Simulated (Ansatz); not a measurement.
## CrN, first-principles data

CrN:
```cif
data_CrN
_chemical_formula_sum 'Cr1 N1'
_space_group_name_H-M_alt 'P 1'
_space_group_IT_number 1
_cell_length_a 2.67167
_cell_length_b 2.67167
_cell_length_c 2.57495
_cell_angle_alpha 90.000
_cell_angle_beta 90.000
_cell_angle_gamma 120.000
loop_
_space_group_symop_operation_xyz
  'x, y, z'
loop_
_atom_site_label
_atom_site_type_symbol
_atom_site_fract_x
_atom_site_fract_y
_atom_site_fract_z
_atom_site_occupancy
Cr1 Cr 0.66667 0.33333 0.50000 1
N1 N 0.33333 0.66667 0.00000 1
```
The run is spin-polarised; directions of the spins, atom by atom: ↑ 0.

Space group P-6m2 (No. 187); conventional cell a = 2.6717 Å, b = 2.6717 Å, c = 2.5749 Å, α = 90.00°, β = 90.00°, γ = 120.00°.

Method: plane-wave PAW r²SCAN (Ansatz code). Structure relaxed to zero pressure with the same functional. Other levels are named where they apply.

**Cell and energy**

| Property | Result |
|---|---|
| Volume per atom | 7.96 Å³ |
| Density | 6.89 g/cm³ |
| Formation energy from the elements (no fitted shifts) | -0.48 eV/atom |

**Electronic structure**

| Property | Value |
|---|---|
| Electronic character | metallic (no gap) |
| Density of states at the Fermi level | 0.58 states/eV per atom (mean over ±0.08 eV) |

**Magnetism**

| Quantity | Value |
|---|---|
| Magnetic order | ferromagnetic |
| Net moment | 0.22 μB per atom |

**Mechanics**

| Quantity | Result |
|---|---|
| Bulk modulus (Birch–Murnaghan fit) | 3360 kbar |
| Pressure derivative B′ | 5.6 |

**Charges**

| Quantity | Result |
|---|---|
| Bader charges | Cr +1.35, N -1.35 e |

The workflow started from a Materials Project entry (that database holds measured and hypothetical structures alike); the Crystallography Open Database copy checked does not list it. COD files the formula under space group No. 225. Whether it is the stable phase at ambient conditions was not checked. The r²SCAN relaxation kept the symmetry of its start; whether a distortion lowers the energy is not shown. Spin order of the final state: ferromagnetic, the only order run, not a proven ground state. The cell computed holds one magnetic atom, so no antiferromagnetic order was within reach. Other orbital occupations within this spin state were not tried. No Hubbard U is applied. For itinerant 3d metals, meta-GGAs of the SCAN family and hybrids are commonly reported to give too large moments. Point labels and valley counts follow the cell and symmetry of the run, lower than the named group. The references are the lowest solids computed at this level, not always the standard phases (solids in place of the gases).

Potentials: the later of the program's two PAW sets.
